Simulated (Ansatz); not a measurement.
PbIF in space group P4/nmm (No. 129; Pb on 2c, I on 2c, F on 2a), DFT-r²SCAN+D4 in the program Ansatz with PAW potentials. The conduction-band minimum lies at Z, with 1 equivalent valley. Second derivatives d²E/dk² of the lowest band at one valley (eV·Å²), along Cartesian directions:

```csv
direction,d²E/dk²
[100],24.63
[010],24.63
[001],10.71
[110],24.64
[101],17.68
[011],17.68
```

**Question.** Find the principal effective masses, the density-of-states mass and the conductivity mass.

**Answer.** Off-diagonal terms follow from H_xy = H[110] − (H_xx + H_yy)/2, and m*/mₑ = 7.620 eV·Å² over each eigenvalue: 0.31, 0.31, 0.71. One valley's DOS mass (m₁m₂m₃)^(1/3) = 0.41, conductivity mass 3/(Σ 1/mᵢ) = 0.38 mₑ.

**Question.** What effective density of states Nc follows at 300 K for parabolic valleys?

**Answer.** Nc = 2.509e19 × 1 × (0.41)^(3/2) ≈ 6.6e18 cm⁻³.

The workflow started from a Materials Project entry (that database holds measured and hypothetical structures alike); the Crystallography Open Database files this formula in space group No. 129, but the cells were not matched. Whether it is the stable phase at ambient conditions was not checked. The cell was relaxed with r²SCAN+D4 under the symmetry of its start; whether a distortion lowers the energy is not shown. Spin–orbit coupling is left out wherever it is not named.

Potentials: the later of the program's two PAW sets.

Edges and masses are those of Kohn–Sham bands, whose gap is no quasiparticle gap.
